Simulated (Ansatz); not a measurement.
## Moving spin-orbit coupling in PbF2

Symmetry: Fm-3m, No. 225, cubic system. The conventional cell has a = 5.927 Å, b = 5.927 Å, c = 5.927 Å, α = 90.00°, β = 90.00°, γ = 90.00°. Around Pb (site symmetry m-3m) lie 8 F at 2.57 Å. F (site symmetry -43m) is surrounded by 4 Pb at 2.57 Å.

Kept alike: task band structure; functional PBEsol; k mesh 8 × 8 × 8; occupations fermi-dirac, width 0.05 eV. Program: Ansatz, Ansatz PAW, cutoff 420 eV. The mesh is that of the run's cell of 3 atoms.

| spin-orbit coupling | band gap (eV) |
| --- | --- |
| off | 4.310 |
| on | 3.937 |

Gaps are the smaller of the mesh's and the band path's. All rows use potentials made for PBE.

Problem. What does spin-orbit coupling change here?

Solution. The band gap runs from 3.937 (on) to 4.310 eV (off). Spin-orbit coupling splits p and d bands at the edges, and the more so the heavier the atoms.
